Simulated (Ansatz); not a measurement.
**Calculated ¹⁷O NMR of the central transition for Cs₂W₃SeO₁₂**

Cell: a computed structure from the Materials Project (it need not be an observed phase), atoms as given.

```cif
data_Cs2W3SeO12
_symmetry_space_group_name_H-M 'P6_3'
_symmetry_Int_Tables_number 173
_cell_length_a 7.3601
_cell_length_b 7.3601
_cell_length_c 13.1624
_cell_angle_alpha 90.000
_cell_angle_beta 90.000
_cell_angle_gamma 120.000
loop_
_atom_site_label
_atom_site_type_symbol
_atom_site_symmetry_multiplicity
_atom_site_Wyckoff_symbol
_atom_site_fract_x
_atom_site_fract_y
_atom_site_fract_z
Cs1 Cs 2 b 0.6667 0.3333 0.2213
Cs2 Cs 2 b 0.3333 0.6667 0.0946
W W 6 c 0.8124 0.6616 0.8946
Se Se 2 a 0.0000 0.0000 0.6769
O13 O 6 c 0.8772 0.1265 0.7317
O19 O 6 c 0.9103 0.4590 0.8550
O25 O 6 c 0.8723 0.7523 0.4020
O31 O 6 c 0.1911 0.7967 0.5247
```

One atom of each set is listed.

Method: Kohn–Sham DFT in Ansatz, PBE, plane waves and PAW, scalar-relativistic, 420 eV cutoff, Γ-centred 4×4×2 k-points, Fermi–Dirac smearing 0.02 eV.

¹⁷O has I = 5/2 and Q = -25.58 mb (Pyykkö 2018); at 23.5 T its Larmor frequency is ν₀ = 135.7 MHz. Only the quadrupole interaction is simulated: positions count from each site's isotropic chemical shift, and J coupling is left out, as are shift anisotropy and dipolar coupling, which fast spinning averages.

Q: What does the ¹⁷O spectrum (fast magic-angle spinning) show for each site?

A: 

```
site                                                     first shell  C_Q (MHz)     η  P_Q (MHz)  δ_QIS (ppm)  breadth (kHz)
 O13  1 Se at 1.75 Å, 1 W at 2.22 Å, angle 129°; also 1 Cs at 3.21 Å      -8.42  0.15       8.45        -23.3           7.07
 O19             2 W at 1.89–2.02 Å, angle 136°; also 1 Cs at 3.22 Å      -2.49  0.84       2.77        -2.49          0.763
 O25                                  2 W at 1.87–2.01 Å, angle 150°       2.81  0.76       3.08        -3.08          0.953
 O31              1 W at 1.75 Å; also 1 Cs at 3.12 Å, 1 Se at 3.21 Å       1.81  0.42       1.87        -1.13          0.357
```

δ_QIS = −(ν_Q²/30ν₀²)[I(I+1) − 3/4](1 + η²/3) × 10⁶ ppm with ν_Q = 3|C_Q|/[2I(2I−1)]; it falls as 1/B₀² in ppm, and the breadth as 1/B₀ in kHz.

At O13 V_zz points along the shorter of its two bonds, to Se (within 1°). At O31 V_zz points along its bond to W (within 7°).

The largest force is 0.6 eV/Å, so the atoms aren't at the calculated equilibrium and relaxing them would move these values. Without spin–orbit coupling the gradients at and beside W can be off by some per cent, at some sites by more.
